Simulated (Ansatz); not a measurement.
TiC in space group P6_3/mmc (No. 194; Ti on 2c, C on 2d), PBEsol (plane waves, PAW; program Ansatz), all energies at zero smearing, with the estimated change up to a 700 eV cutoff added, with one set of potentials and settings (totals compare only within such a set). Cell of 4 atoms (2 Ti, 2 C): -5443.645 eV.

```tsv
element	reference phase	E (eV/atom)
Ti	P6/mmm, 3 atoms in the cell	-2473.9117
C	P6_3/mmc, 4 atoms in the cell	-246.6950
```

Formation energy per atom, worked out: (-5443.645 − 2×(-2473.9117) − 2×(-246.6950))/4 = -0.608 eV/atom (-59 kJ per mol of atoms), at 0 K, without zero-point energy or fitted corrections.

The start of the workflow was typed in or built on a structure type; neither database checked (COD, Materials Project) lists it. It is not the phase usual at ambient conditions (space group No. 225). Symmetry was held in the PBEsol relaxation; of distortions, only those at the zone centre were tested. No spin polarisation was allowed. The volume moved by -17 % from the start of the relaxation. The references are the lowest solids computed at this level, not always the standard phases.

Potentials: the later of the program's two PAW sets.
